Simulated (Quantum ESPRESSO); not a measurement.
Space group Fm-3m (No. 225); a = b = c = 7.193 Å, α = β = γ = 90.00°

```csv
atom,site,symmetry,x,y,z
H,24e,4m.m,0.0000,0.0000,0.2371
Ca,8c,-43m,0.2500,0.2500,0.2500
Ru,4a,m-3m,0.0000,0.0000,0.0000
```
(The calculation used a cell of 9 atoms; values per cell refer to that cell.)

The geometry is that of Materials Project entry mp-1079896, symmetrised and not relaxed again.

### Question
What does norm-conserving PBEsol (Quantum ESPRESSO, 84 Ry, no spin-orbit coupling) give for the electronic structure near the Fermi level?

### Answer
The PBEsol gap is 2.34 eV and nearly direct: the edges lie at W and X, the smallest direct gap within 0.02 eV of it. Another valence extremum on the path lies within 0.02 eV, too close to call. Spin-orbit splittings are left out.

The structure is a Materials Project entry; no match was found in the copy of COD used, and its stability was not checked.
